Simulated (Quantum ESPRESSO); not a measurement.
## Sc5Nb3 (a guest atom moved from site to site)

Simulated, not a measurement. The program is pw.x of Quantum ESPRESSO 7.5 (plane-wave density functional theory). The cell is made up: eight metal atoms on a face-centred cubic lattice, with elements, volume, strain and displacements drawn at random and not relaxed, so it may be unstable or far from any real phase. PseudoDojo standard norm-conserving files set the functional (PBE unless stated); there is no spin polarisation or spin-orbit coupling, the Fermi-Dirac width of 0.25 eV means electrons at about 2900 K, and the masses in the input are unused placeholders. A spin test at this wide smearing found no moment, but such smearing suppresses magnetism that the real alloy may have.

The runs move one Nb atom among sites that otherwise hold Sc. Cell, positions, cutoff, mesh and smearing stay as in the input of run 1; sites are counted in its order. Stress in the tables is positive in tension.

Input of run 1:

```
&control calculation='scf', pseudo_dir='./dojo.nc.sr.pbe.v0_5.standard.upf', outdir='./o', disk_io='minimal', tprnfor=.true., tstress=.true. /
&system ibrav=0, nat=8, ntyp=2, nbnd=65, ecutwfc=82.02448710, nosym=.true., tot_charge=0,
 occupations='smearing', smearing='fd', degauss=0.0183746611
/
&electrons conv_thr=1.470e-08, electron_maxstep=70, mixing_beta=0.5 /
ATOMIC_SPECIES
Nb 1.0 Nb.upf
Sc 1.0 Sc.upf
CELL_PARAMETERS angstrom
-0.0634 -0.0009 -4.288
-4.2629 0.0013 -0.0634
2.1606 8.6335 2.1774
ATOMIC_POSITIONS angstrom
Sc 0.176 -0.0561 -0.0412
Nb -2.111 2.1436 -0.0789
Sc -0.0168 4.4192 0.001
Nb -2.1428 6.4659 0.0655
Sc -2.0826 0.0119 -2.1821
Sc -0.0075 2.1595 -2.1422
Sc -2.1173 4.3423 -2.1632
Nb -0.0944 6.4767 -2.1258
K_POINTS automatic
6 6 3 1 1 1
```

| run | elements on sites 1 to 8 | free energy less that of run 1 (eV) | -TS (eV) | pressure (GPa) | stress xx (GPa) | stress yy (GPa) | stress zz (GPa) | stress yz (GPa) | stress xz (GPa) | stress xy (GPa) | iterations |
| --- | --- | --- | --- | --- | --- | --- | --- | --- | --- | --- | --- |
| 1 | Sc Nb Sc Nb Sc Sc Sc Nb | 0.000 | -2.021 | 8.43 | -8.05 | -9.62 | -7.61 | 0.09 | 1.66 | 0.10 | 24 |
| 2 | Sc Sc Nb Nb Sc Sc Sc Nb | 0.281 | -2.287 | 9.12 | -8.65 | -10.10 | -8.60 | -0.14 | 1.33 | -0.03 | 19 |
| 3 | Sc Sc Sc Nb Nb Sc Sc Nb | 0.242 | -2.225 | 8.96 | -8.50 | -10.05 | -8.32 | 0.31 | 1.38 | -0.60 | 19 |
| 4 | Sc Sc Sc Nb Sc Nb Sc Nb | 0.008 | -2.022 | 8.43 | -7.89 | -9.64 | -7.75 | -0.03 | 1.67 | -0.32 | 21 |
| 5 | Sc Sc Sc Nb Sc Sc Nb Nb | 0.302 | -2.279 | 9.04 | -8.59 | -10.09 | -8.43 | -0.42 | 1.33 | 0.29 | 19 |

Forces Fx Fy Fz (eV/Å):

```
site             run 1             run 2             run 3             run 4             run 5
   1   -1.00 0.14 0.44  -1.04 -0.59 0.45  -0.92 -0.06 0.40   -1.12 0.12 0.44  -1.04 -0.58 0.43
   2    0.18 0.19 0.25    0.23 0.87 0.33   0.24 -0.45 0.29    0.21 0.26 0.29    0.20 0.92 0.28
   3   0.23 -0.34 0.02   0.21 0.27 -0.04    0.23 0.35 0.04   0.28 -0.34 0.05  0.26 -0.26 -0.02
   4   0.13 0.27 -0.47  0.04 -0.13 -0.49  -0.08 0.47 -0.50   0.14 0.11 -0.48  0.07 -0.05 -0.37
   5  0.12 -0.32 -0.16  0.09 -1.05 -0.17  0.17 -0.71 -0.18  0.16 -0.33 -0.19  0.09 -1.06 -0.17
   6   0.19 0.10 -0.17   0.17 0.73 -0.22  0.17 -0.60 -0.23   0.19 0.05 -0.14   0.22 0.79 -0.21
   7   -0.52 0.03 0.09   -0.43 0.13 0.05   -0.49 0.71 0.07   -0.51 0.01 0.04   -0.38 0.47 0.00
   8  0.67 -0.07 -0.01   0.72 -0.23 0.09    0.68 0.29 0.11   0.66 0.12 -0.01   0.58 -0.22 0.05
```

The sites are displaced and not relaxed, so the energy differences mix bonding between neighbours with strain and are not ordering energies. A rerun of one cell of this series at a higher cutoff and on a denser mesh moved values by no more than 0.005 eV in energy, 0.02 GPa in stress and 0.003 eV/Å in force, and a second program with other atomic files agreed on that cell to 2 % rms in force and 0.5 GPa in pressure.